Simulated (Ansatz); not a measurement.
**Zn$_{4}$SO$_{3}$: vibrational free energy, entropy and heat capacity**

Theory: DFT PBE, scalar-relativistic, plane waves, PAW (Ansatz). Cutoff 420 eV, 8×8×8 k-points (Γ-centred), fixed occupations. No spin polarisation. Phonons by linear response, acoustic sum rule imposed.

The cell, relaxed at this level:
```cif
data_structure
_symmetry_space_group_name_H-M 'P-43m'
_symmetry_Int_Tables_number 215
_cell_length_a 4.8208
_cell_length_b 4.8208
_cell_length_c 4.8208
_cell_angle_alpha 90.000
_cell_angle_beta 90.000
_cell_angle_gamma 90.000
_cell_volume 112.04
loop_
_atom_site_label
_atom_site_type_symbol
_atom_site_symmetry_multiplicity
_atom_site_Wyckoff_symbol
_atom_site_fract_x
_atom_site_fract_y
_atom_site_fract_z
_atom_site_occupancy
Zn1 Zn 4 e 0.77064 0.77064 0.77064 1
S1 S 1 b 0.50000 0.50000 0.50000 1
O1 O 3 d 0.00000 0.00000 0.50000 1
```

The structure comes from a generated guess, relaxed at this level; another structure or a mixture of phases may lie lower.

Force constants from linear response on a 2×2×2 q mesh, interpolated to a fine mesh.

Phonon density of states, in bins of 10 cm⁻¹:
(bin centre (cm⁻¹), share of modes (%)): (5, 0.0), (15, 0.0), (25, 0.1), (35, 0.2), (45, 0.4), (55, 0.7), (65, 1.4), (75, 3.3), (85, 3.5), (95, 5.0), (105, 6.6), (115, 5.8), (125, 4.0), (135, 3.5), (145, 0.4), (155, 0.5), (165, 0.6), (175, 0.7), (185, 0.9), (195, 1.4), (205, 2.7), (215, 6.4), (225, 1.9), (235, 0.2), (245, 0.0), (255, 0.0), (265, 0.0), (275, 0.0), (285, 0.0), (295, 0.0), (305, 0.0), (315, 0.2), (325, 2.0), (335, 6.3), (345, 2.8), (355, 3.3), (365, 3.2), (375, 4.0), (385, 2.6), (395, 2.8), (405, 4.0), (415, 1.8), (425, 1.3), (435, 6.6), (445, 1.9), (455, 2.5), (465, 3.4), (475, 1.2)

Question: How much zero-point energy does an atom carry?

Answer: 49.1 meV.

Question: How large are the vibrational entropy and heat capacity at 300 K?

Answer: S = 3.07 k_B and C_V = 2.56 k_B per atom, 85 % of the Dulong–Petit value.

Question: Tabulate them against temperature.

Answer:
```
T (K)  F_vib (meV/atom)  S (k_B/atom)  C_V (k_B/atom)
  100              46.3          0.90            1.28
  200              33.2          2.10            2.18
  300              10.7          3.07            2.56
  400             -19.2          3.83            2.74
  500             -55.0          4.46            2.83
  600             -95.7          4.98            2.88
  700            -140.5          5.42            2.91
  800            -189.0          5.81            2.93
  900            -240.6          6.16            2.94
 1000            -295.0          6.47            2.95
```
